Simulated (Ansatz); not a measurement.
ScAg (CsCl type)

```
CELL_PARAMETERS angstrom
      3.33906     0.00000     0.00000
      0.00000     3.33906     0.00000
      0.00000     0.00000     3.33906
ATOMIC_POSITIONS crystal
  Sc 0.50000 0.50000 0.50000
  Ag 0.00000 0.00000 0.00000
```

The slice is a {210} plane (indices of the conventional cell) through the point (0.500, 0.500, 0.500) (fractional), spanned by u = [100] and v = [021] in vectors of this cell: u (3.34 Å) and v (7.47 Å, at 90° to u). It covers one period; positions are fractions (u, v).

Level of theory: LDA (plane waves to 420 eV, PAW, scalar-relativistic; Ansatz, a program for electronic structure). k mesh 14×14×14. Inside the PAW spheres the values are not all-electron values, and peaks at nuclei hang on which shells count as valence. ScAg is run without spin polarisation. ScAg was relaxed with its symmetry unable to fall.

### Question
Sketch the electrostatic potential energy of an electron, from the cell's mean on this plane as a map.

### Answer
```
|xxxxxx11666611xxxx|
|xxxx004477774400xx|
|001144667777664411|
|777766440000446677|
|88885500xxxx005588|
|888844xxxxxxxx4488|
|77775500xxxx005577|
|777766440000446677|
|667788888888888877|
|667788999999998877|
|667788888888888877|
|777766440000446677|
|77775500xxxx005577|
|888844xxxxxxxx4488|
|88885500xxxx005588|
|777766440000446677|
|001144667777664411|
|xxxx004477774400xx|
|xxxxxx11666611xxxx|
|xxxxxx00666600xxxx|
```
Scale: ten equal steps from 1.00 (start of '0') to 9.70 (end of '9'), in the order '0123456789'. Values: electrostatic potential energy of an electron, from the cell's mean, in eV. The map has 9 points along u (two characters each, u = 0 at the left) and 20 along v (v = 0 in the bottom row). Points within 1 Å of a nucleus are blanked (x), as the pseudised field means little there. Values under 1 eV are set to 1. The zero, the cell's mean, hangs on the PAW cores.
